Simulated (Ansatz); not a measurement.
Two states of BaTiO₃

```yaml
crystal:
  lattice:
    - [4.03722, 4.03722, 0.00000]
    - [4.03722, -4.03722, 0.00000]
    - [0.00000, 0.00000, 4.03722]
  atoms:
    - { symbol: O, position: [0.00000, 0.00000, 0.50000] }
    - { symbol: O, position: [0.50000, 0.50000, 0.50000] }
    - { symbol: O, position: [0.25000, 0.25000, 0.00000] }
    - { symbol: O, position: [0.75000, 0.75000, 0.00000] }
    - { symbol: O, position: [0.25000, 0.75000, 0.00000] }
    - { symbol: O, position: [0.75000, 0.25000, 0.00000] }
    - { symbol: Ti, position: [0.00000, 0.50000, 0.50000] }
    - { symbol: Ti, position: [0.50000, 0.00000, 0.50000] }
    - { symbol: Ba, position: [0.00000, 0.00000, 0.00000] }
    - { symbol: Ba, position: [0.50000, 0.50000, 0.00000] }
```

Level: r2SCAN; 500 eV; 4×4×6 Γ-centred mesh; gaussian occupations (width 0.0706 eV); Ansatz 0.2.0, fixed geometry.

State A: Ti7 up, Ti8 up (collinear spin). State B: Ti7 up, Ti8 down (collinear spin).

**Question.** Compare the two self-consistent states.

**Answer.** State A is lower by 1.5 meV an atom at zero smearing. So small a gap isn't resolved on this mesh where a state is a metal.

| state | free energy (meV/atom) | largest moment in a small sphere (μB) | net moment (μB/cell) | gap on mesh (eV) | pressure (GPa) | largest force (eV/Å) |
| --- | --- | --- | --- | --- | --- | --- |
| A | 0.0 | 1.89 | 4.99 | metal | 52.0 | 0.00 |
| B | 1.2 | 1.86 | 0.00 | metal | 51.7 | 0.00 |

Origin: a database entry at a rescaled volume. Caveats: atoms or cell far from equilibrium.

Ba sits on the octahedral site here and Ti on the 12-fold one, the reverse of the real perovskite.
